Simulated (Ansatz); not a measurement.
The start is a generated cell, Ge2Sb2Te5 built in the Ge2Sb2Te5-Kooi structure type. Cell shape, volume and atoms are optimised at zero target pressure with r2SCAN (plane waves to 500 eV, PAW, scalar-relativistic; Ansatz, a quantum-chemistry and plane-wave program). First-step values are on the input's coarse k-mesh.

Ansatz input (later rounds restart from its end on a renewed k-mesh):
Ansatz 0.2 input:
```yaml
crystal:
  lattice:
    - [4.2199999, 0, 0]
    - [-2.11, 3.6546271, 0]
    - [0, 0, 17.24]
  atoms:
    - { symbol: Te, position: [0, 0, 0] }
    - { symbol: Ge, position: [0.66666667, 0.33333333, 0.106] }
    - { symbol: Ge, position: [0.33333333, 0.66666667, 0.894] }
    - { symbol: Te, position: [0.33333333, 0.66666667, 0.205] }
    - { symbol: Te, position: [0.66666667, 0.33333333, 0.795] }
    - { symbol: Sb, position: [0, 0, 0.317] }
    - { symbol: Sb, position: [0, 0, 0.683] }
    - { symbol: Te, position: [0.66666667, 0.33333333, 0.421] }
    - { symbol: Te, position: [0.33333333, 0.66666667, 0.579] }
basis: { ecutwfc: 500, ecutrho_ratio: 4, xc_grid: 4, fft_grid_basis: typed }
kpoints: { mp_grid: { grid: [6, 6, 2] } }
hamiltonian:
  xc: r2scan
  dispersion: none
  pseudopotentials: { azcp: { folder: ./paw }, kind: paw }
scf: { occupations: { method: fermi_dirac, width: 0.05 } }
relax: { f_tol: 0.01, max_steps: 100, cell: { stress_tol: 0.02 } }
output: { forces: true, stress: true }
```

Q: What is the largest force in the starting geometry, and on which atom (counted from 1)?

A: 0.73 eV/Å, on Sb6, Sb7 (atoms numbered as listed).

Q: How do the shortest distances between atoms change?

A: The closest pairs of elements (up to four, under 3.6 Å), start → end: Ge–Te 2.97 → 2.98 Å; Sb–Te 3.03 → 2.99 Å.

Q: Write out the relaxed structure.

A: 
Space group P-3m1 (No. 164); a = b = 4.2672 Å, c = 17.6360 Å, α = β = 90.00°, γ = 120.00°

```
atom  site  symmetry       x       y       z
----  ----  --------  ------  ------  ------
Te      1a      -3m.  0.0000  0.0000  0.0000
Ge      2d       3m.  0.6667  0.3333  0.0976
Te      2d       3m.  0.3333  0.6667  0.1928
Sb      2c       3m.  0.0000  0.0000  0.3079
Te      2d       3m.  0.6667  0.3333  0.4043
```

The space group stays P-3m1 (No. 164) (the run could not lower it), with 9 atoms in the primitive cell. Final values are on a 9×9×2 k-mesh of the relaxed cell. No spin polarisation in the result.

The run could not lose the symmetry of its start.

The first start was generated by placing the elements on the sites of a structure type. Materials Project lists a structure of Ge2Sb2Te5 in the same space group, P-3m1 (No. 164); the sites were not compared with it, nor with measured phases.
